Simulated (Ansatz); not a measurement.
## Relaxing a structure of Si2W

The start is a generated cell, Si2W placed in the Al2Cu structure type. The cell and all atomic positions are relaxed at zero pressure with PBEsol (plane waves to 420 eV, PAW, scalar-relativistic; Ansatz, an electronic-structure program). The first steps use a coarse 6×6×6 k-mesh.

Initial structure:
```
CELL_PARAMETERS angstrom
     -3.39875     3.39875     2.73476
      3.39875    -3.39875     2.73476
      3.39875     3.39875    -2.73476
ATOMIC_POSITIONS crystal
  Si 0.65800 0.15800 0.81600
  Si 0.84200 0.65800 0.50000
  Si 0.15800 0.34200 0.50000
  Si 0.34200 0.84200 0.18400
  W  0.25000 0.25000 0.00000
  W  0.75000 0.75000 0.00000
```

Task: What pressure does the first self-consistent step give?

Result: -29 GPa (negative: the cell is under tension).

Task: What is the largest force in the starting geometry, and on which atom (counted from 1)?

Result: About 0.2 eV/Å, on Si1, Si2, Si3, Si4 (atoms numbered as listed).

Task: How much energy is released per atom?

Result: 0.79 eV/atom.

Task: How does the volume change?

Result: -27.9 %, from 21.06 to 15.19 Å³/atom.

Task: How do the shortest distances between atoms change?

Result: The closest pairs of elements (up to four, under 3.6 Å), start → end: Si–Si 3.04 → 2.38 Å; W–W 2.73 → 2.56 Å; Si–W 2.90 → 2.63 Å.

Task: Is the relaxed structure metallic? Give its gap.

Result: No gap (metallic).

Task: Give the final cell and atomic positions.

Result: 
```cif
data_Si8W4
_chemical_formula_sum 'Si8 W4'
_space_group_name_H-M_alt 'I4/mcm'
_space_group_IT_number 140
_space_group_name_Hall '-I 4 2c'
_cell_length_a 5.96176
_cell_length_b 5.96176
_cell_length_c 5.12890
_cell_angle_alpha 90.000
_cell_angle_beta 90.000
_cell_angle_gamma 90.000
loop_
_atom_site_label
_atom_site_type_symbol
_atom_site_symmetry_multiplicity
_atom_site_Wyckoff_symbol
_atom_site_fract_x
_atom_site_fract_y
_atom_site_fract_z
_atom_site_occupancy
Si1 Si 8 h 0.35909 0.14091 0.00000 1
W1 W 4 a 0.00000 0.00000 0.25000 1
```
(The calculation used a cell of 6 atoms; values per cell refer to that cell.)

The space group stays I4/mcm (No. 140) (the run could not lower it); the end is AFLOW prototype A2B_tI12_140_h_a (C16, as in Al2Cu), with 6 atoms in the primitive cell. Final values are on a 12×12×12 k-mesh of the relaxed cell. No spin polarisation in the result.

The run could not lose the symmetry of its start, so the end can be a saddle point.

The relaxed structure here is a generated cell of Si2W: the first start was made by placing the elements on the sites of a structure type, and the end was not matched to a known phase here, so it may be hypothetical. Known forms of Si2W include space group No. 139.
